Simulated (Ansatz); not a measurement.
Ansatz (a quantum-chemistry and plane-wave program) input:

Ansatz 0.2 input:
```yaml
crystal:
  lattice:
    - [0.0, 2.8319100162, 2.8319100162]
    - [2.8319100162, 0.0, 2.8319100162]
    - [2.8319100162, 2.8319100162, 0.0]
  atoms:
    - { symbol: Te, position: [0.75, 0.75, 0.75] }
    - { symbol: Be, position: [0.0, 0.0, 0.0] }
kpoints:
  mp_grid: { grid: [9, 9, 9] }
basis: { xc_grid: 2 }
hamiltonian:
  xc: pbe
  pseudopotentials: { kind: paw }
scf:
  occupations: { method: fixed }
checkpoint: { read: static.run }
output: { bader: true, populations: true }
```

Output (shortened):

```
Pseudopotential: Te, paw, valence charge 16
Pseudopotential: Be, paw, valence charge 2
Functional definition: PBE
Crystal: 2 atoms, lattice volume = 45.422 Å³
Basis set: ecut = 420 eV, 893 PW (Γ), exchange–correlation on 54×54×54 points (8 copies of the dense FFT grid, shifted against one another)
Bands: 13, of which v1, the nominal top of the filled ones, is band 9 counted from 1 (8 counted from 0)
Symmetry: 24 space group operations
Space group: F-43m (ITA 216), of the structure as read, at distance tolerance 3.6e-5 Å
k-points: 35 of 729 (time reversal used)
Stability of the state it starts from, as read at its close in the unpolarized treatment …
iter 1 solved again at ethr=9.17e-7 eV; its pass at ethr=3.10e-3 eV (dr2=1.65e-4 eV) is discarded
SCF iter   1: F=—  HF=-7073.445208 eV  |F-HF|=—  |Δ(HF+E_count)|=         —  Δρ=7.59e-7  dr2=2.07e-10  ethr=9.17e-7  ⟨swp⟩=2.5  Hψ=3572  notcnv=0  defer=64
preconditioner: auto → none
SCF iter   2: F=—  HF=-7073.445207 eV  |F-HF|=—  |Δ(HF+E_count)|=   7.79e-7  Δρ=3.86e-7  dr2=6.35e-11  ethr=1.15e-12  ⟨swp⟩=8.5  Hψ=2393  notcnv=0
SCF iter   3: F=-7073.445207 eV  HF=-7073.445207 eV  |F-HF|=2.73e-12  |Δ(HF+E_count)|=    0.00e0  Δρ=2.40e-7  dr2=2.06e-11  ethr=1.00e-12  ⟨swp⟩=1.0  Hψ=1050  notcnv=0
SCF 1 converged in 3 iterations: F = -7073.445207 eV  dr2 = 2.06e-11
SCF converged after 3 iterations
Free energy (F): -7073.445207 eV
Harris-Foulkes:  -7073.445207 eV  (|F-HF|=2.73e-12)
Internal energy: -7073.445207 eV  (E = F + TS)
E sigma→0 (E₀):  -7073.445207 eV
Fermi energy:    7.184192 eV
--- Per-component energies (eV) ---
  E_band       = -271.231558
  E_kinetic    = 199.400888
  E_local      = -1383.601914  (includes V_loc(G=0)·N_el)
  E_nonlocal   = -305.159390
  E_hartree    = 862.446444
  E_xc         = -143.189118
  E_vxc        = -123.902828  (∫ρ·V_xc dr)
  E_paw        = -4722.752602  (= ΣΔE_a)
  E_vpaw       = -382.861055  (= ΣTr[D̂ρ^β])
  E_aug_tail   = -0.000188  (compensation charges beyond the density's cutoff)
  E_ewald      = -1580.589327
  E_smearing   =  0.000000  (= −TS)
  E_closure    =  0.000000  (closes the sum)
  Σ components = -7073.445207   (vs F -7073.445207, Δ=0.00e0)
  [band-id]    e_kinetic+e_local+e_nonlocal+2·e_hartree+e_vxc+e_vpaw+e_augmentation_tail = -271.231599   (vs E_band -271.231558, Δ=-4.06e-5)
--- Band table (eV; the first three rows and the last of 35) ---
  k-point 0: bands = ["-29.0121", "-29.0121", "-29.0121", "-29.0002", "-29.0002", "-5.0031", "7.1842", "7.1842", "7.1842", "10.8259", "10.8259", "10.8259", "10.8862"]
  k-point 1: bands = ["-29.0119", "-29.0117", "-29.0117", "-29.0002", "-29.0002", "-4.8890", "6.1087", "6.9995", "6.9995", "10.7279", "11.0995", "11.0995", "11.9852"]
  k-point 2: bands = ["-29.0113", "-29.0109", "-29.0109", "-29.0000", "-29.0000", "-4.5684", "4.3480", "6.6240", "6.6240", "10.5233", "11.5951", "11.5951", "13.7427"]
  k-point 34: bands = ["-29.0104", "-29.0091", "-29.0063", "-29.0009", "-28.9988", "-3.2435", "2.6405", "3.5948", "4.3126", "12.0175", "12.4000", "12.7638", "14.3171"]
--- Löwdin populations: 2 sites ---
  site symbol       q [e]
     0     Te     16.9048
     1     Be      0.7028
  spilling = 0.021801 (of n_electrons = 18.000000)
--- Bader charges: 2 sites ---
  site symbol  charge [e]  shift [e]
     0     Te     -1.4697     0.0000
     1     Be      1.4698     0.0000
  shift: an alarm, by how much a part of what the PAW files miss would move the charge. Where it is large, compare
  with a run on PAW files of another source; a small one proves nothing
  estimated error of the sums over rays = 4.4e-4 e
```

Cost: roughly 29 core-seconds on shared cores.

Symmetry was held in the PBE relaxation; of distortions, only those at the zone centre were tested. Spin–orbit coupling is left out wherever it is not named.

Potentials: the later of the program's two PAW sets.

Ansatz is a plane-wave DFT program.
